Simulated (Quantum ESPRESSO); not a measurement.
# Mg3AlF7O: input and log of a self-consistent run

A calculation, not a measurement. The program is pw.x of Quantum ESPRESSO 7.5 (plane-wave density functional theory). The cell is made up: 12 atoms on a fluorite lattice, with randomly drawn elements, strain and displacements, not relaxed. PseudoDojo standard norm-conserving files (v0.5 for PBE, v0.4.1 for LDA and PBEsol) set the functional; there is no spin polarisation, spin-orbit coupling or dispersion term, and the masses in the input are unused placeholders.

Input:

```
&control calculation='scf', pseudo_dir='./dojo.nc.sr.pbe.v0_5.standard.upf', outdir='./o', disk_io='low', tprnfor=.true., tstress=.true. /
&system ibrav=0, nat=12, ntyp=4, nbnd=50, ecutwfc=105.61755193, nosym=.true., tot_charge=0,
 occupations='smearing', smearing='fd', degauss=0.0018374661
/
&electrons conv_thr=7.350e-09, electron_maxstep=60, /
ATOMIC_SPECIES
Al 1.0 Al.upf
F 1.0 F.upf
Mg 1.0 Mg.upf
O 1.0 O.upf
CELL_PARAMETERS angstrom
4.9795 0.0101 -0.0022
0.0101 4.9144 -0.0307
-0.0022 -0.0306 4.9612
ATOMIC_POSITIONS angstrom
Mg 0.0087 0.0468 0.0494
Mg -0.071 2.5125 2.3959
Mg 2.4726 -0.0779 2.4975
Al 2.5812 2.4929 -0.098
F 1.1798 1.1779 1.2656
F 1.318 1.1252 3.6683
O 1.3103 3.6663 1.148
F 1.2574 3.6729 3.6905
F 3.7194 1.1536 1.1387
F 3.6617 1.3912 3.7939
F 3.7334 3.7001 1.2347
F 3.7672 3.7197 3.6895
K_POINTS automatic
7 7 7 1 1 1
```

The log is shortened where brackets say so; the opening notice, blank lines, dates and the lines on written files are dropped, and the path of the files is cut. It prints rydbergs, bohrs and kilobars, and counts compression as positive stress. With no partly filled state, the Fermi energy that it prints is only some level between the filled and the empty states on the mesh, and need not lie in the true gap.

```
     Program PWSCF v.7.5
     Parallel version (MPI & OpenMP), running on       4 processor cores
     Number of MPI processes:                 4
     Threads/MPI process:                     1
     [start-up lines left out]
     bravais-lattice index     =            0
     lattice parameter (alat)  =       9.4099  a.u.
     unit-cell volume          =     819.2585 (a.u.)^3
     number of atoms/cell      =           12
     number of atomic types    =            4
     number of electrons       =        88.00
     number of Kohn-Sham states=           50
     kinetic-energy cutoff     =     105.6176  Ry
     charge density cutoff     =     422.4702  Ry
     scf convergence threshold =      7.3E-09
     mixing beta               =       0.7000
     number of iterations used =            8  plain     mixing
     Exchange-correlation= PBE
                           (   1   4   3   4   0   0   0)
     [axes and pseudopotential details left out]
   Cartesian axes
     site n.     atom                  positions (alat units)
         1        Mg     tau(   1) = (   0.0017472   0.0093985   0.0099207  )
         2        Mg     tau(   2) = (  -0.0142584   0.5045676   0.4811517  )
         3        Mg     tau(   3) = (   0.4965548  -0.0156441   0.5015553  )
         4        Al     tau(   4) = (   0.5183642   0.5006315  -0.0196806  )
         5        F      tau(   5) = (   0.2369309   0.2365493   0.2541615  )
         6        F      tau(   6) = (   0.2646846   0.2259660   0.7366788  )
         7        O      tau(   7) = (   0.2631383   0.7362772   0.2305447  )
         8        F      tau(   8) = (   0.2525148   0.7376026   0.7411371  )
         9        F      tau(   9) = (   0.7469409   0.2316693   0.2286771  )
        10        F      tau(  10) = (   0.7353534   0.2793849   0.7619022  )
        11        F      tau(  11) = (   0.7497524   0.7430650   0.2479561  )
        12        F      tau(  12) = (   0.7565402   0.7470011   0.7409362  )
     number of k points=   172  Fermi-Dirac smearing, width (Ry)=  0.0018
     Number of k-points >= 100: set verbosity='high' to print them.
     Dense  grid:   120189 G-vectors     FFT dimensions: (  64,  64,  64)
     Estimated max dynamical RAM per process >     669.54 MB
     Estimated total dynamical RAM >       2.53 GB
     Initial potential from superposition of free atoms
     starting charge      87.9951, renormalised to      88.0000
     Starting wfcs are   51 randomized atomic wfcs
     total cpu time spent up to now is       16.2 secs
     per-process dynamical memory:   604.7 Mb
     Self-consistent Calculation
     iteration #  1     ecut=   105.62 Ry     beta= 0.70
     Davidson diagonalization with overlap
     ethr =  1.00E-02,  avg # of iterations =  4.8
     total cpu time spent up to now is       55.9 secs
     total energy              =    -739.75772174 Ry
     estimated scf accuracy    <       1.84893837 Ry
     iteration #  2     ecut=   105.62 Ry     beta= 0.70
     Davidson diagonalization with overlap
     ethr =  2.10E-03,  avg # of iterations =  3.7
     total cpu time spent up to now is       98.5 secs
     total energy              =    -739.88876975 Ry
     estimated scf accuracy    <       2.68713764 Ry
     iteration #  3     ecut=   105.62 Ry     beta= 0.70
     Davidson diagonalization with overlap
     ethr =  2.10E-03,  avg # of iterations =  3.0
     total cpu time spent up to now is      133.9 secs
     total energy              =    -740.52404063 Ry
     estimated scf accuracy    <       0.33466337 Ry
     iteration #  4     ecut=   105.62 Ry     beta= 0.70
     Davidson diagonalization with overlap
     ethr =  3.80E-04,  avg # of iterations =  2.4
     total cpu time spent up to now is      166.4 secs
     total energy              =    -740.54647735 Ry
     estimated scf accuracy    <       0.03540832 Ry
     iteration #  5     ecut=   105.62 Ry     beta= 0.70
     Davidson diagonalization with overlap
     ethr =  4.02E-05,  avg # of iterations =  7.9
     total cpu time spent up to now is      207.4 secs
     total energy              =    -740.55523865 Ry
     estimated scf accuracy    <       0.00381734 Ry
     [iterations 6 to 7 left out]
     iteration #  8     ecut=   105.62 Ry     beta= 0.70
     Davidson diagonalization with overlap
     ethr =  2.44E-08,  avg # of iterations =  2.0
     total cpu time spent up to now is      310.2 secs
     total energy              =    -740.55563720 Ry
     estimated scf accuracy    <       0.00000458 Ry
     iteration #  9     ecut=   105.62 Ry     beta= 0.70
     Davidson diagonalization with overlap
     ethr =  5.21E-09,  avg # of iterations =  3.0
     total cpu time spent up to now is      343.4 secs
     total energy              =    -740.55563809 Ry
     estimated scf accuracy    <       0.00000027 Ry
     iteration # 10     ecut=   105.62 Ry     beta= 0.70
     Davidson diagonalization with overlap
     ethr =  3.10E-10,  avg # of iterations =  2.9
     total cpu time spent up to now is      379.0 secs
     total energy              =    -740.55563812 Ry
     estimated scf accuracy    <       0.00000008 Ry
     iteration # 11     ecut=   105.62 Ry     beta= 0.70
     Davidson diagonalization with overlap
     ethr =  9.59E-11,  avg # of iterations =  2.0
     total cpu time spent up to now is      410.1 secs
     total energy              =    -740.55563813 Ry
     estimated scf accuracy    <          9.7E-09 Ry
     iteration # 12     ecut=   105.62 Ry     beta= 0.70
     Davidson diagonalization with overlap
     ethr =  1.10E-11,  avg # of iterations =  3.0
     total cpu time spent up to now is      441.8 secs
     End of self-consistent calculation
     Number of k-points >= 100: set verbosity='high' to print the bands.
     the Fermi energy is     8.4508 ev
!    total energy              =    -740.55563813 Ry
     estimated scf accuracy    <          2.0E-10 Ry
     smearing contrib. (-TS)   =       0.00000000 Ry
     internal energy E=F+TS    =    -740.55563813 Ry
     The total energy is F=E-TS. E is the sum of the following terms:
     one-electron contribution =    -384.66266975 Ry
     hartree contribution      =     229.70317781 Ry
     xc contribution           =    -136.55075170 Ry
     ewald contribution        =    -449.04539449 Ry
     convergence has been achieved in  12 iterations
     Forces acting on atoms (cartesian axes, Ry/au):
     atom    1 type  3   force =     0.06425243   -0.04508131    0.02533227
     atom    2 type  3   force =     0.07698799    0.01667477   -0.03778444
     atom    3 type  3   force =    -0.05514413   -0.02062615   -0.05465390
     atom    4 type  1   force =    -0.10495741    0.06855321    0.08000290
     atom    5 type  2   force =     0.01025879    0.01886020   -0.01298322
     atom    6 type  2   force =    -0.00899234    0.04239485    0.03830027
     atom    7 type  4   force =     0.03192046   -0.05762283   -0.03290460
     atom    8 type  2   force =     0.01971588   -0.04238943   -0.00908455
     atom    9 type  2   force =    -0.03440395    0.04664971    0.01959626
     atom   10 type  2   force =     0.01088562   -0.00021807   -0.01704912
     atom   11 type  2   force =     0.01101740   -0.03632622   -0.02347996
     atom   12 type  2   force =    -0.02154076    0.00913127    0.02470808
     Total force =     0.248943     Total SCF correction =     0.000015
     Computing stress (Cartesian axis) and pressure
          total   stress  (Ry/bohr**3)                   (kbar)     P=        4.28
  -0.00013259   0.00013174   0.00011869          -19.50       19.38       17.46
   0.00013174   0.00019622  -0.00014277           19.38       28.86      -21.00
   0.00011869  -0.00014277   0.00002361           17.46      -21.00        3.47
     init_run     :     13.82s CPU     14.48s WALL (       1 calls)
     electrons    :    423.57s CPU    425.61s WALL (       1 calls)
     forces       :      5.10s CPU      5.10s WALL (       1 calls)
     stress       :     17.84s CPU     17.85s WALL (       1 calls)
     [timing details left out]
     PWSCF        :   7m42.24s CPU   7m45.07s WALL
     JOB DONE.
```

In other units: free energy -10075.773 eV for the cell, pressure 0.43 GPa, largest force component 2.699 eV/Å. This run is the check on a run of the same cell at 1143 eV and a 5 x 5 x 5 mesh: rerunning at 1437 eV and a 7 x 7 x 7 mesh moved values by no more than 0.005 eV in energy, 0.03 GPa in stress and 0.003 eV/Å in force.